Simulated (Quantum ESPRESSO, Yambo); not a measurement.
For Si$_{2}$N$_{2}$O (space group Cmc2_1, No. 36), Yambo gives the independent-particle static dielectric constant along x as 3.29 on PBEsol bands and 2.98 after a scissor of 1.80 eV widens every gap (4×4×4 mesh, 93 bands, 3 Ry local-field block, 0.2 eV broadening). Axes are Cartesian, with cell vectors (Å) (4.44, -2.75, 0.00), (4.44, 2.75, 0.00), (0.00, 0.00, 4.86).

### Question
A scissor keeps the position matrix elements. In a one-oscillator model, how does ε − 1 scale, and what mean transition energy do the two values imply?

### Answer
Each transition adds |r|²/E to ε − 1, so ε − 1 ∝ 1/(E0 + Δ). Then (2.98 − 1)/(3.29 − 1) = E0/(E0 + Δ) = 0.865, and E0 = Δ(ε' − 1)/(ε − ε') = 11.5 eV. The computed Im ε, weighted by 1/E up to 20 eV, has its mean at 11.4 eV; the smallest direct PBEsol gap is 5.02 eV. The scissor comes from a G0W0 run whose convergence isn't established. Convergence of the RPA response with its 4×4×4 mesh was not tested.

Bands from Quantum ESPRESSO.

Geometry of the Materials Project entry, not relaxed at this level; primitive cell a = 5.2279 Å, b = 5.2279 Å, c = 4.8586 Å, α = 90.00°, β = 90.00°, γ = 63.53°.
